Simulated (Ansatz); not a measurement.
Values for one crystal, relaxed and computed with plane-wave PAW r²SCAN (Ansatz code); other levels are named.

```yaml
volume_per_atom: 10.33 Å³
electronic_character: metallic (no gap)
Density of states at the Fermi level: 0.47 states/eV per atom (mean over ±0.08 eV)
Formation energy from the elements (no fitted shifts): -0.17 eV/atom
```

Problem. Which of these materials gives this?
A. LaSiNi4, Cmmm (La on 2a, Si on 2c, Ni on 4i, Ni on 4f)
B. ZnNi3N, anti-perovskite
C. Tb2CI, P6_3/mmc (Tb on 4f, C on 2a, I on 2c)
D. Ag5Pb2O6, P-31m (Ag on 2e, Ag on 3f, Pb on 2d, O on 6k)

Solution. B, ZnNi3N, anti-perovskite

Space group Pm-3m (anti-perovskite). The first step of the workflow began from a Materials Project structure, measured or hypothetical; the Crystallography Open Database copy checked does not list it. Its standing as an ambient phase is unchecked. The cell was relaxed with r²SCAN under the symmetry of its start; whether a distortion lowers the energy is not shown. The run is not spin-polarised. With an odd number of electrons in the cell and no spin polarisation, the count alone makes it a metal. The references are the lowest solids computed at this level, not always the standard phases (solids in place of the gases).

Potentials: the later of the program's two PAW sets.
